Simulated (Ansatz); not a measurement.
TiZn₃:
```cif
data_TiZn3
_chemical_formula_sum 'Zn3 Ti1'
_space_group_name_H-M_alt 'Pm-3m'
_space_group_IT_number 221
_space_group_name_Hall '-P 4 2 3'
_cell_length_a 3.87814
_cell_length_b 3.87814
_cell_length_c 3.87814
_cell_angle_alpha 90.000
_cell_angle_beta 90.000
_cell_angle_gamma 90.000
loop_
_atom_site_label
_atom_site_type_symbol
_atom_site_symmetry_multiplicity
_atom_site_Wyckoff_symbol
_atom_site_fract_x
_atom_site_fract_y
_atom_site_fract_z
_atom_site_occupancy
Zn1 Zn 3 c 0.00000 0.50000 0.50000 1
Ti1 Ti 1 a 0.00000 0.00000 0.00000 1
```

Relaxed with r²SCAN.

**Question.** Tabulate the valence density and the electron localisation function along the shortest Zn–Zn contact (2.74 Å), plane-wave PAW r²SCAN (Ansatz code).

**Answer.** 

```csv
distance from Zn (Å),density (e/Å³),ELF
0.27,20.34,0.00
0.41,8.11,0.01
0.55,2.88,0.05
0.69,1.22,0.13
0.82,0.65,0.19
0.96,0.40,0.21
1.10,0.28,0.23
1.23,0.23,0.29
1.37,0.22,0.34
1.51,0.23,0.29
1.65,0.28,0.23
1.78,0.40,0.21
1.92,0.65,0.19
2.06,1.22,0.13
2.19,2.88,0.05
2.33,8.11,0.01
2.47,20.34,0.00
```

The density is the valence pseudo-density with augmentation charge, so density and ELF within about 1 Å of a nucleus are not all-electron values.

The workflow started from an entry of the Crystallography Open Database (COD). Its standing as an ambient phase is unchecked. The r²SCAN relaxation kept the symmetry of its start; whether a distortion lowers the energy is not shown. The run is not spin-polarised.

Potentials: the later of the program's two PAW sets.
